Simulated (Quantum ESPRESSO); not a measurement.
## Calculated data, InGa₂Ag₃SnRu (simulated cell), Ta₂ZnCuIr₂Pd₂ (simulated cell)

Calculation on a made-up metal alloy cell, not a measurement: no spin or spin-orbit, unrelaxed, 2900 K smearing, stress positive in tension, cell energy less fitted offsets; periodic Kohn-Sham density functional theory in plane waves with PseudoDojo standard norm-conserving scalar-relativistic pseudopotentials, each functional with its own files (v0.5 for PBE, v0.4.1 for LDA and PBEsol), eight atoms on drawn sites of a strained close-packed or body-centred lattice, each displaced and held fixed; the energy is the cell's free energy, ions and the entropy term -TS included, at the stated Fermi-Dirac width, less a fixed offset for each atom's element (shifted free energy); compositions with an open d shell lost a parallel starting moment in a cheaper test run, and other magnetic orders were not tried; an error bar is the largest change of its kind in a tighter rerun, never given below 0.002 eV, 0.02 GPa or 0.003 eV/angstrom, and covers cutoff and k-mesh only, not smearing or the files. Program: Quantum ESPRESSO 7.5.

Settings shared by all entries: functional pbe; fermi dirac smearing 0.25 eV; electrons removed 0.

Notes on all entries: a spin test at this wide smearing found no moment, but such smearing suppresses magnetism that the real alloy may have; lattice, volume and sites are drawn at random and may be unstable or far from any real phase; energies are for the whole cell, less offsets fitted to these runs, so they are not formation energies.

(1) 
```cif
# cell vector a (Å): 2.0668 4.2024 2.1458
# cell vector b (Å): 2.2038 -4.2561 2.1162
# cell vector c (Å): 4.1853 -0.0833 -4.1768
data_InGa2Ag3SnRu
_symmetry_space_group_name_H-M 'P 1'
_symmetry_Int_Tables_number 1
_cell_length_a 5.1513
_cell_length_b 5.2392
_cell_length_c 5.9135
_cell_angle_alpha 88.633
_cell_angle_beta 91.246
_cell_angle_gamma 109.007
_cell_volume 150.84
loop_
_atom_site_label
_atom_site_type_symbol
_atom_site_fract_x
_atom_site_fract_y
_atom_site_fract_z
_atom_site_occupancy
In1 In 0.00761 0.00500 0.01525 1
Ag1 Ag 0.99769 0.98245 0.49687 1
Sn1 Sn 0.98568 0.49601 0.24232 1
Ag2 Ag 0.00173 0.51007 0.76588 1
Ru1 Ru 0.52424 0.02370 0.24844 1
Ga1 Ga 0.48620 0.98308 0.73515 1
Ga2 Ga 0.48119 0.50150 0.99196 1
Ag3 Ag 0.50594 0.49326 0.51374 1
_calc_lattice_type 'face-centred cubic'
_calc_cutoff 1143  # eV
_calc_k_mesh '5 x 5 x 4 shifted half a step off Gamma on each axis'
_calc_entropy_term_negative_ts -0.824  # eV
_calc_pressure -0.68  # GPa
_calc_stress_xx 1.89  # GPa
_calc_stress_yy -1.65  # GPa
_calc_stress_zz 1.8  # GPa
_calc_stress_yz 0.53  # GPa
_calc_stress_xz -0.75  # GPa
_calc_stress_xy -0.18  # GPa
_calc_shifted_free_energy -0.362  # eV
```

Atoms:
| atoms element | atom site | atom energy offset (eV) |
| --- | --- | --- |
| In | 1 | -1808.02 |
| Ag | 2 | -4218.03 |
| Sn | 3 | -2144.16 |
| Ag | 4 | -4218.03 |
| Ru | 5 | -2750.51 |
| Ga | 6 | -2081.03 |
| Ga | 7 | -2081.03 |
| Ag | 8 | -4218.03 |

Forces:
| site | x (eV/Å) | y (eV/Å) | z (eV/Å) |
| --- | --- | --- | --- |
| 1 | -0.421 | -0.03 | 0.271 |
| 2 | 0.554 | -0.068 | -0.202 |
| 3 | 0.863 | 0.147 | -0.913 |
| 4 | -0.522 | 0.134 | 0.279 |
| 5 | -0.602 | -0.192 | 0.289 |
| 6 | -0.068 | 0.058 | 0.446 |
| 7 | 0.37 | 0.232 | -0.122 |
| 8 | -0.174 | -0.283 | -0.047 |

Notes: the tin pseudopotential is less sure than most, with forces differing by about three percent from a second method on plain tin; error bars: energy 0.014 eV, stress 0.2 GPa, force 0.014 eV/Å, from a tighter rerun of a related cell, whose elements or sites may differ.

(2) 
```cif
# cell vector a (Å): 2.0668 4.2024 2.1458
# cell vector b (Å): 2.2038 -4.2561 2.1162
# cell vector c (Å): 4.1853 -0.0833 -4.1768
data_InGa2Ag3SnRu
_symmetry_space_group_name_H-M 'P 1'
_symmetry_Int_Tables_number 1
_cell_length_a 5.1513
_cell_length_b 5.2392
_cell_length_c 5.9135
_cell_angle_alpha 88.633
_cell_angle_beta 91.246
_cell_angle_gamma 109.007
_cell_volume 150.84
loop_
_atom_site_label
_atom_site_type_symbol
_atom_site_fract_x
_atom_site_fract_y
_atom_site_fract_z
_atom_site_occupancy
In1 In 0.00761 0.00500 0.01525 1
Ag1 Ag 0.99769 0.98245 0.49687 1
Sn1 Sn 0.98568 0.49601 0.24232 1
Ag2 Ag 0.00173 0.51007 0.76588 1
Ru1 Ru 0.52424 0.02370 0.24844 1
Ga1 Ga 0.48620 0.98308 0.73515 1
Ga2 Ga 0.48381 0.49896 0.99201 1
Ag3 Ag 0.50594 0.49326 0.51374 1
_calc_lattice_type 'face-centred cubic'
_calc_cutoff 1143  # eV
_calc_k_mesh '5 x 5 x 4 shifted half a step off Gamma on each axis'
_calc_entropy_term_negative_ts -0.824  # eV
_calc_pressure -0.69  # GPa
_calc_stress_xx 1.86  # GPa
_calc_stress_yy -1.63  # GPa
_calc_stress_zz 1.85  # GPa
_calc_stress_yz 0.53  # GPa
_calc_stress_xz -0.76  # GPa
_calc_stress_xy -0.17  # GPa
_calc_shifted_free_energy -0.366  # eV
```

Atoms:
| atoms element | atom site | atom energy offset (eV) |
| --- | --- | --- |
| In | 1 | -1808.02 |
| Ag | 2 | -4218.03 |
| Sn | 3 | -2144.16 |
| Ag | 4 | -4218.03 |
| Ru | 5 | -2750.51 |
| Ga | 6 | -2081.03 |
| Ga | 7 | -2081.03 |
| Ag | 8 | -4218.03 |

Forces:
| site | x (eV/Å) | y (eV/Å) | z (eV/Å) |
| --- | --- | --- | --- |
| 1 | -0.422 | -0.032 | 0.27 |
| 2 | 0.554 | -0.069 | -0.201 |
| 3 | 0.885 | 0.178 | -0.893 |
| 4 | -0.502 | 0.156 | 0.287 |
| 5 | -0.601 | -0.193 | 0.29 |
| 6 | -0.072 | 0.071 | 0.434 |
| 7 | 0.331 | 0.175 | -0.138 |
| 8 | -0.174 | -0.286 | -0.049 |

Notes: the tin pseudopotential is less sure than most, with forces differing by about three percent from a second method on plain tin; error bars: energy 0.014 eV, stress 0.2 GPa, force 0.014 eV/Å, from a tighter rerun of a related cell, whose elements or sites may differ.

(3) 
```cif
# cell vector a (Å): 2.0668 4.2024 2.1458
# cell vector b (Å): 2.2038 -4.2561 2.1162
# cell vector c (Å): 4.1853 -0.0833 -4.1768
data_InGa2Ag3SnRu
_symmetry_space_group_name_H-M 'P 1'
_symmetry_Int_Tables_number 1
_cell_length_a 5.1513
_cell_length_b 5.2392
_cell_length_c 5.9135
_cell_angle_alpha 88.633
_cell_angle_beta 91.246
_cell_angle_gamma 109.007
_cell_volume 150.84
loop_
_atom_site_label
_atom_site_type_symbol
_atom_site_fract_x
_atom_site_fract_y
_atom_site_fract_z
_atom_site_occupancy
In1 In 0.00761 0.00500 0.01525 1
Ag1 Ag 0.99769 0.98245 0.49687 1
Sn1 Sn 0.98568 0.49601 0.24232 1
Ag2 Ag 0.00173 0.51007 0.76588 1
Ru1 Ru 0.52424 0.02370 0.24844 1
Ga1 Ga 0.48620 0.98308 0.73515 1
Ga2 Ga 0.48895 0.49394 0.99211 1
Ag3 Ag 0.50594 0.49326 0.51374 1
_calc_lattice_type 'face-centred cubic'
_calc_cutoff 1143  # eV
_calc_k_mesh '5 x 5 x 4 shifted half a step off Gamma on each axis'
_calc_entropy_term_negative_ts -0.823  # eV
_calc_pressure -0.69  # GPa
_calc_stress_xx 1.77  # GPa
_calc_stress_yy -1.62  # GPa
_calc_stress_zz 1.92  # GPa
_calc_stress_yz 0.53  # GPa
_calc_stress_xz -0.76  # GPa
_calc_stress_xy -0.16  # GPa
_calc_shifted_free_energy -0.371  # eV
```

Atoms:
| atoms element | atom site | atom energy offset (eV) |
| --- | --- | --- |
| In | 1 | -1808.02 |
| Ag | 2 | -4218.03 |
| Sn | 3 | -2144.16 |
| Ag | 4 | -4218.03 |
| Ru | 5 | -2750.51 |
| Ga | 6 | -2081.03 |
| Ga | 7 | -2081.03 |
| Ag | 8 | -4218.03 |

Forces:
| site | x (eV/Å) | y (eV/Å) | z (eV/Å) |
| --- | --- | --- | --- |
| 1 | -0.425 | -0.036 | 0.267 |
| 2 | 0.555 | -0.071 | -0.201 |
| 3 | 0.934 | 0.239 | -0.855 |
| 4 | -0.466 | 0.197 | 0.307 |
| 5 | -0.598 | -0.196 | 0.289 |
| 6 | -0.082 | 0.097 | 0.415 |
| 7 | 0.255 | 0.062 | -0.169 |
| 8 | -0.173 | -0.293 | -0.052 |

Notes: the tin pseudopotential is less sure than most, with forces differing by about three percent from a second method on plain tin; error bars: energy 0.014 eV, stress 0.2 GPa, force 0.014 eV/Å, from a tighter rerun of a related cell, whose elements or sites may differ.

(4) 
```cif
# cell vector a (Å): 2.0668 4.2024 2.1458
# cell vector b (Å): 2.2038 -4.2561 2.1162
# cell vector c (Å): 4.1853 -0.0833 -4.1768
data_InGa2Ag3SnRu
_symmetry_space_group_name_H-M 'P 1'
_symmetry_Int_Tables_number 1
_cell_length_a 5.1513
_cell_length_b 5.2392
_cell_length_c 5.9135
_cell_angle_alpha 88.633
_cell_angle_beta 91.246
_cell_angle_gamma 109.007
_cell_volume 150.84
loop_
_atom_site_label
_atom_site_type_symbol
_atom_site_fract_x
_atom_site_fract_y
_atom_site_fract_z
_atom_site_occupancy
In1 In 0.00761 0.00500 0.01525 1
Ag1 Ag 0.99769 0.98245 0.49687 1
Sn1 Sn 0.98568 0.49601 0.24232 1
Ag2 Ag 0.00173 0.51007 0.76588 1
Ru1 Ru 0.52424 0.02370 0.24844 1
Ga1 Ga 0.48620 0.98308 0.73515 1
Ga2 Ga 0.49882 0.48431 0.99231 1
Ag3 Ag 0.50594 0.49326 0.51374 1
_calc_lattice_type 'face-centred cubic'
_calc_cutoff 1143  # eV
_calc_k_mesh '5 x 5 x 4 shifted half a step off Gamma on each axis'
_calc_entropy_term_negative_ts -0.821  # eV
_calc_pressure -0.62  # GPa
_calc_stress_xx 1.54  # GPa
_calc_stress_yy -1.68  # GPa
_calc_stress_zz 1.99  # GPa
_calc_stress_yz 0.54  # GPa
_calc_stress_xz -0.77  # GPa
_calc_stress_xy -0.16  # GPa
_calc_shifted_free_energy -0.367  # eV
```

Atoms:
| atoms element | atom site | atom energy offset (eV) |
| --- | --- | --- |
| In | 1 | -1808.02 |
| Ag | 2 | -4218.03 |
| Sn | 3 | -2144.16 |
| Ag | 4 | -4218.03 |
| Ru | 5 | -2750.51 |
| Ga | 6 | -2081.03 |
| Ga | 7 | -2081.03 |
| Ag | 8 | -4218.03 |

Forces:
| site | x (eV/Å) | y (eV/Å) | z (eV/Å) |
| --- | --- | --- | --- |
| 1 | -0.428 | -0.044 | 0.264 |
| 2 | 0.557 | -0.075 | -0.199 |
| 3 | 1.041 | 0.359 | -0.794 |
| 4 | -0.408 | 0.272 | 0.35 |
| 5 | -0.591 | -0.195 | 0.279 |
| 6 | -0.105 | 0.144 | 0.383 |
| 7 | 0.106 | -0.156 | -0.224 |
| 8 | -0.171 | -0.305 | -0.06 |

Notes: the tin pseudopotential is less sure than most, with forces differing by about three percent from a second method on plain tin; error bars: energy 0.014 eV, stress 0.2 GPa, force 0.014 eV/Å, from a tighter rerun of a related cell, whose elements or sites may differ.

(5) 
```cif
# cell vector a (Å): 2.0668 4.2024 2.1458
# cell vector b (Å): 2.2038 -4.2561 2.1162
# cell vector c (Å): 4.1853 -0.0833 -4.1768
data_InGa2Ag3SnRu
_symmetry_space_group_name_H-M 'P 1'
_symmetry_Int_Tables_number 1
_cell_length_a 5.1513
_cell_length_b 5.2392
_cell_length_c 5.9135
_cell_angle_alpha 88.633
_cell_angle_beta 91.246
_cell_angle_gamma 109.007
_cell_volume 150.84
loop_
_atom_site_label
_atom_site_type_symbol
_atom_site_fract_x
_atom_site_fract_y
_atom_site_fract_z
_atom_site_occupancy
In1 In 0.00761 0.00500 0.01525 1
Ag1 Ag 0.99769 0.98245 0.49687 1
Sn1 Sn 0.98568 0.49601 0.24232 1
Ag2 Ag 0.00173 0.51007 0.76588 1
Ru1 Ru 0.52424 0.02370 0.24844 1
Ga1 Ga 0.48620 0.98308 0.73515 1
Ga2 Ga 0.50607 0.47725 0.99245 1
Ag3 Ag 0.50594 0.49326 0.51374 1
_calc_lattice_type 'face-centred cubic'
_calc_cutoff 1143  # eV
_calc_k_mesh '5 x 5 x 4 shifted half a step off Gamma on each axis'
_calc_entropy_term_negative_ts -0.82  # eV
_calc_pressure -0.51  # GPa
_calc_stress_xx 1.31  # GPa
_calc_stress_yy -1.79  # GPa
_calc_stress_zz 2  # GPa
_calc_stress_yz 0.54  # GPa
_calc_stress_xz -0.78  # GPa
_calc_stress_xy -0.19  # GPa
_calc_shifted_free_energy -0.353  # eV
```

Atoms:
| atoms element | atom site | atom energy offset (eV) |
| --- | --- | --- |
| In | 1 | -1808.02 |
| Ag | 2 | -4218.03 |
| Sn | 3 | -2144.16 |
| Ag | 4 | -4218.03 |
| Ru | 5 | -2750.51 |
| Ga | 6 | -2081.03 |
| Ga | 7 | -2081.03 |
| Ag | 8 | -4218.03 |

Forces:
| site | x (eV/Å) | y (eV/Å) | z (eV/Å) |
| --- | --- | --- | --- |
| 1 | -0.429 | -0.049 | 0.264 |
| 2 | 0.558 | -0.078 | -0.197 |
| 3 | 1.134 | 0.45 | -0.755 |
| 4 | -0.375 | 0.325 | 0.389 |
| 5 | -0.584 | -0.189 | 0.264 |
| 6 | -0.126 | 0.177 | 0.365 |
| 7 | -0.01 | -0.321 | -0.261 |
| 8 | -0.168 | -0.314 | -0.068 |

Notes: the tin pseudopotential is less sure than most, with forces differing by about three percent from a second method on plain tin; error bars: energy 0.014 eV, stress 0.2 GPa, force 0.014 eV/Å, from a tighter rerun of a related cell, whose elements or sites may differ.

(6) 
```cif
# cell vector a (Å): 2.0668 4.2024 2.1458
# cell vector b (Å): 2.2038 -4.2561 2.1162
# cell vector c (Å): 4.1853 -0.0833 -4.1768
data_InGa2Ag3SnRu
_symmetry_space_group_name_H-M 'P 1'
_symmetry_Int_Tables_number 1
_cell_length_a 5.1513
_cell_length_b 5.2392
_cell_length_c 5.9135
_cell_angle_alpha 88.633
_cell_angle_beta 91.246
_cell_angle_gamma 109.007
_cell_volume 150.84
loop_
_atom_site_label
_atom_site_type_symbol
_atom_site_fract_x
_atom_site_fract_y
_atom_site_fract_z
_atom_site_occupancy
In1 In 0.00761 0.00500 0.01525 1
Ag1 Ag 0.99769 0.98245 0.49687 1
Sn1 Sn 0.98568 0.49601 0.24232 1
Ag2 Ag 0.00173 0.51007 0.76588 1
Ru1 Ru 0.52424 0.02370 0.24844 1
Ga1 Ga 0.48620 0.98308 0.73515 1
Ga2 Ga 0.51218 0.47128 0.99257 1
Ag3 Ag 0.50594 0.49326 0.51374 1
_calc_lattice_type 'face-centred cubic'
_calc_cutoff 1143  # eV
_calc_k_mesh '5 x 5 x 4 shifted half a step off Gamma on each axis'
_calc_entropy_term_negative_ts -0.818  # eV
_calc_pressure -0.38  # GPa
_calc_stress_xx 1.09  # GPa
_calc_stress_yy -1.92  # GPa
_calc_stress_zz 1.96  # GPa
_calc_stress_yz 0.55  # GPa
_calc_stress_xz -0.79  # GPa
_calc_stress_xy -0.22  # GPa
_calc_shifted_free_energy -0.333  # eV
```

Atoms:
| atoms element | atom site | atom energy offset (eV) |
| --- | --- | --- |
| In | 1 | -1808.02 |
| Ag | 2 | -4218.03 |
| Sn | 3 | -2144.16 |
| Ag | 4 | -4218.03 |
| Ru | 5 | -2750.51 |
| Ga | 6 | -2081.03 |
| Ga | 7 | -2081.03 |
| Ag | 8 | -4218.03 |

Forces:
| site | x (eV/Å) | y (eV/Å) | z (eV/Å) |
| --- | --- | --- | --- |
| 1 | -0.429 | -0.054 | 0.264 |
| 2 | 0.558 | -0.081 | -0.195 |
| 3 | 1.223 | 0.529 | -0.727 |
| 4 | -0.351 | 0.368 | 0.427 |
| 5 | -0.578 | -0.18 | 0.244 |
| 6 | -0.146 | 0.204 | 0.353 |
| 7 | -0.113 | -0.465 | -0.289 |
| 8 | -0.165 | -0.321 | -0.076 |

Notes: the tin pseudopotential is less sure than most, with forces differing by about three percent from a second method on plain tin; error bars: energy 0.014 eV, stress 0.2 GPa, force 0.014 eV/Å, from a tighter rerun of a related cell, whose elements or sites may differ.

(7) 
```cif
# cell vector a (Å): 2.0668 4.2024 2.1458
# cell vector b (Å): 2.2038 -4.2561 2.1162
# cell vector c (Å): 4.1853 -0.0833 -4.1768
data_InGa2Ag3SnRu
_symmetry_space_group_name_H-M 'P 1'
_symmetry_Int_Tables_number 1
_cell_length_a 5.1513
_cell_length_b 5.2392
_cell_length_c 5.9135
_cell_angle_alpha 88.633
_cell_angle_beta 91.246
_cell_angle_gamma 109.007
_cell_volume 150.84
loop_
_atom_site_label
_atom_site_type_symbol
_atom_site_fract_x
_atom_site_fract_y
_atom_site_fract_z
_atom_site_occupancy
In1 In 0.00761 0.00500 0.01525 1
Ag1 Ag 0.99769 0.98245 0.49687 1
Sn1 Sn 0.98568 0.49601 0.24232 1
Ag2 Ag 0.00173 0.51007 0.76588 1
Ru1 Ru 0.52424 0.02370 0.24844 1
Ga1 Ga 0.48620 0.98308 0.73515 1
Ga2 Ga 0.51693 0.46666 0.99266 1
Ag3 Ag 0.50594 0.49326 0.51374 1
_calc_lattice_type 'face-centred cubic'
_calc_cutoff 1143  # eV
_calc_k_mesh '5 x 5 x 4 shifted half a step off Gamma on each axis'
_calc_entropy_term_negative_ts -0.818  # eV
_calc_pressure -0.25  # GPa
_calc_stress_xx 0.89  # GPa
_calc_stress_yy -2.05  # GPa
_calc_stress_zz 1.91  # GPa
_calc_stress_yz 0.56  # GPa
_calc_stress_xz -0.8  # GPa
_calc_stress_xy -0.26  # GPa
_calc_shifted_free_energy -0.312  # eV
```

Atoms:
| atoms element | atom site | atom energy offset (eV) |
| --- | --- | --- |
| In | 1 | -1808.02 |
| Ag | 2 | -4218.03 |
| Sn | 3 | -2144.16 |
| Ag | 4 | -4218.03 |
| Ru | 5 | -2750.51 |
| Ga | 6 | -2081.03 |
| Ga | 7 | -2081.03 |
| Ag | 8 | -4218.03 |

Forces:
| site | x (eV/Å) | y (eV/Å) | z (eV/Å) |
| --- | --- | --- | --- |
| 1 | -0.429 | -0.057 | 0.266 |
| 2 | 0.559 | -0.083 | -0.194 |
| 3 | 1.3 | 0.592 | -0.708 |
| 4 | -0.334 | 0.401 | 0.46 |
| 5 | -0.573 | -0.17 | 0.224 |
| 6 | -0.164 | 0.225 | 0.345 |
| 7 | -0.196 | -0.581 | -0.31 |
| 8 | -0.162 | -0.327 | -0.082 |

Notes: the tin pseudopotential is less sure than most, with forces differing by about three percent from a second method on plain tin; error bars: energy 0.014 eV, stress 0.2 GPa, force 0.014 eV/Å, from a tighter rerun of this cell.

(8) 
```cif
# cell vector a (Å): 2.7622 0.0087 0.0349
# cell vector b (Å): 1.3164 -2.3652 -4.5486
# cell vector c (Å): 1.3466 7.1895 -4.5892
data_Ta2ZnCuIr2Pd2
_symmetry_space_group_name_H-M 'P 1'
_symmetry_Int_Tables_number 1
_cell_length_a 2.7624
_cell_length_b 5.2931
_cell_length_c 8.6350
_cell_angle_alpha 82.909
_cell_angle_beta 81.266
_cell_angle_gamma 76.325
_cell_volume 120.75
loop_
_atom_site_label
_atom_site_type_symbol
_atom_site_fract_x
_atom_site_fract_y
_atom_site_fract_z
_atom_site_occupancy
Zn1 Zn 0.98040 0.99056 0.99343 1
Ta1 Ta 0.03017 0.49562 0.50464 1
Cu1 Cu 0.25776 0.47573 0.04883 1
Ir1 Ir 0.24469 0.96644 0.54129 1
Ta2 Ta 0.47762 0.26679 0.74626 1
Pd1 Pd 0.51780 0.73627 0.24923 1
Ir2 Ir 0.78284 0.20742 0.27929 1
Pd2 Pd 0.74193 0.69460 0.79287 1
_calc_lattice_type 'hexagonal close-packed'
_calc_cutoff 1252  # eV
_calc_k_mesh '9 x 5 x 3 shifted half a step off Gamma on each axis'
_calc_entropy_term_negative_ts -1.239  # eV
_calc_pressure 6.15  # GPa
_calc_stress_xx -9.22  # GPa
_calc_stress_yy -7.6  # GPa
_calc_stress_zz -1.62  # GPa
_calc_stress_yz -3.26  # GPa
_calc_stress_xz 1.74  # GPa
_calc_stress_xy -0.66  # GPa
_calc_shifted_free_energy -0.353  # eV
```

Atoms:
| atoms element | atom site | atom energy offset (eV) |
| --- | --- | --- |
| Zn | 1 | -5688.29 |
| Ta | 2 | -1771.44 |
| Cu | 3 | -5159.25 |
| Ir | 4 | -3133.86 |
| Ta | 5 | -1771.44 |
| Pd | 6 | -3687.45 |
| Ir | 7 | -3133.86 |
| Pd | 8 | -3687.45 |

Forces:
| site | x (eV/Å) | y (eV/Å) | z (eV/Å) |
| --- | --- | --- | --- |
| 1 | 0.107 | 0.702 | -0.416 |
| 2 | -0.66 | -2.783 | 0.575 |
| 3 | -0.138 | 0.117 | 0.697 |
| 4 | 0.218 | -0.758 | 0.146 |
| 5 | 0.263 | 2.281 | 1.22 |
| 6 | 0.108 | -0.73 | -0.601 |
| 7 | -0.15 | 0.979 | -0.262 |
| 8 | 0.253 | 0.191 | -1.359 |

Notes: the copper pseudopotential is less sure than most, with forces differing by about three percent and pressure by about two GPa from a second method on plain copper; heavy elements are run without spin-orbit coupling, which real alloys of them have; error bars: energy 0.0076 eV, stress 0.13 GPa, force 0.0075 eV/Å, from a tighter rerun of a related cell, whose elements or sites may differ.
